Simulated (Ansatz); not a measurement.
C12O13Zn4:
```
CELL_PARAMETERS angstrom
      0.00000    11.31540    11.31540
     11.31540     0.00000    11.31540
     11.31540    11.31540     0.00000
ATOMIC_POSITIONS crystal
  O  0.25000 0.25000 0.25000
  O  0.75000 0.75000 0.75000
  Zn 0.30021 0.30021 0.30021
  Zn 0.30021 0.30021 0.09936
  Zn 0.30021 0.09936 0.30021
  Zn 0.09936 0.30021 0.30021
  Zn 0.69979 0.69979 0.90064
  Zn 0.69979 0.69979 0.69979
  Zn 0.69979 0.90064 0.69979
  Zn 0.90064 0.69979 0.69979
  O  0.04419 0.18677 0.38452
  O  0.18677 0.04419 0.38452
  O  0.38452 0.38452 0.04419
  O  0.38452 0.38452 0.18677
  O  0.38452 0.04419 0.18677
  O  0.38452 0.18677 0.04419
  O  0.04419 0.38452 0.38452
  O  0.18677 0.38452 0.38452
  O  0.18677 0.38452 0.04419
  O  0.04419 0.38452 0.18677
  O  0.38452 0.04419 0.38452
  O  0.38452 0.18677 0.38452
  O  0.95581 0.81323 0.61548
  O  0.81323 0.95581 0.61548
  O  0.61548 0.61548 0.81323
  O  0.61548 0.61548 0.95581
  O  0.61548 0.95581 0.61548
  O  0.61548 0.81323 0.61548
  O  0.95581 0.61548 0.81323
  O  0.81323 0.61548 0.95581
  O  0.81323 0.61548 0.61548
  O  0.95581 0.61548 0.61548
  O  0.61548 0.95581 0.81323
  O  0.61548 0.81323 0.95581
  C  0.09089 0.09089 0.40911
  C  0.40911 0.40911 0.09089
  C  0.40911 0.09089 0.09089
  C  0.09089 0.40911 0.40911
  C  0.09089 0.40911 0.09089
  C  0.40911 0.09089 0.40911
  C  0.90911 0.90911 0.59089
  C  0.59089 0.59089 0.90911
  C  0.59089 0.90911 0.59089
  C  0.90911 0.59089 0.90911
  C  0.90911 0.59089 0.59089
  C  0.59089 0.90911 0.90911
  C  0.02679 0.02679 0.47321
  C  0.47321 0.47321 0.02679
  C  0.47321 0.02679 0.02679
  C  0.02679 0.47321 0.47321
  C  0.02679 0.47321 0.02679
  C  0.47321 0.02679 0.47321
  C  0.97321 0.97321 0.52679
  C  0.52679 0.52679 0.97321
  C  0.52679 0.97321 0.52679
  C  0.97321 0.52679 0.97321
  C  0.97321 0.52679 0.52679
  C  0.52679 0.97321 0.97321
```

This is the PBE+D3(BJ)-relaxed structure.

Question: All from plane-wave PAW PBE+D3(BJ) (Ansatz code), unless another level is named. Estimate the band gap.

Answer: 3.22 eV (smallest direct gap 3.22 eV).

Question: Next, the conduction-band minimum?

Answer: at X (3 equivalent valleys).

Question: Predict the valence-band maximum.

Answer: on the Γ–X line, 17 % of the way from Γ.

Space group Fm-3m. The cell is a constructed one: a structure type filled with these elements; neither database checked (COD, Materials Project) lists it. Its standing as an ambient phase is unchecked. Symmetry was held in the PBE+D3(BJ) relaxation; its stability against distortions is not shown here.

Potentials: the later of the program's two PAW sets.
